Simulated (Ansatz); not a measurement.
Question: Each is relaxed and computed with LDA (plane waves, PAW; program Ansatz). Which is the only one with a gap?
A) LaN, P4/nmm (La on 2c, N on 2a)
B) LaB6, Pm-3m (La on 1a, B on 6f)
C) Mg2Si, P4/nmm (Mg on 2a, Mg on 2c, Si on 2c)
D) LaSi2, I4_1/amd (La on 4b, Si on 8e)

Answer: A, LaN, P4/nmm (La on 2c, N on 2a). LaN: gap 1.19 eV (indirect); LaSi2: metal; LaB6: metal; Mg2Si: metal. Not the usual ambient phase: Mg2Si, P4/nmm (Mg on 2a, Mg on 2c, Si on 2c). Standing as an ambient phase not checked: LaN, P4/nmm (La on 2c, N on 2a); LaSi2, I4_1/amd (La on 4b, Si on 8e). Unstable at this level: LaN, P4/nmm (La on 2c, N on 2a). All cells were relaxed under the symmetry of their starts (and spin orders); stability against distortions was not tested throughout. Scalar-relativistic: spin–orbit coupling is off unless named, which matters more the heavier the elements.

Potentials: the later of the program's two PAW sets.
